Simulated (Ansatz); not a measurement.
A trial cell of InP2N3, before relaxation:

```
In P N
1.0
     3.30732    0.00000    0.00000
    -1.65366    2.86422    0.00000
     0.00000    0.00000    8.43841
In P N
1 2 3
Cartesian
  0.0000 0.0000 4.2192
  0.0000 1.9095 1.2499
  1.6537 0.9547 7.1885
  0.0000 1.9095 5.9544
  0.0000 0.0000 0.0000
  1.6537 0.9547 2.4840
```

Theory: DFT PBE, scalar-relativistic, plane waves, PAW (Ansatz). Cutoff 420 eV, Gaussian smearing, Γ-centred meshes. Cell and atoms relax first on a coarse mesh and then on a finer one. In between, the cell is made exact in the group found at 0.06 Å. In metals the finer mesh still leaves noise of several meV/atom or more. The steps can't lower the symmetry of their start. No spin polarisation in the relaxation; trial moments died out in a coarse test.

A guess keeps its type if space group and coordination stay and the shape of the cell changes little (axis ratios within about 15 %, angles within 6°); the volume may change.

Q: Will the relaxed cell still be of the starting type?

A: It keeps its type. The symmetry stays P-3m1 (No. 164). The volume per atom shrinks by 15.1 %, from 13.3 to 11.3 Å³. The shortest distance goes from 2.27 Å (P–N) to 2.19 Å (P–N). The ratio c/a of the conventional cell changes by a factor of 0.95. Counting neighbours within 15 % of an atom's shortest distance, the start has In 6, N 6, P 6 and the end In 6, N 6, P 6.

The last run used a 12×12×6 mesh (in the run's order of axes) for its 6-atom cell and Gaussian smearing of 0.10 eV. A structure relaxed within its symmetry needn't be a true minimum. Another cell of InP2N3 relaxed alike, in C2/m, lies 0.37 eV/atom lower, so this cell isn't the stable form at this level.
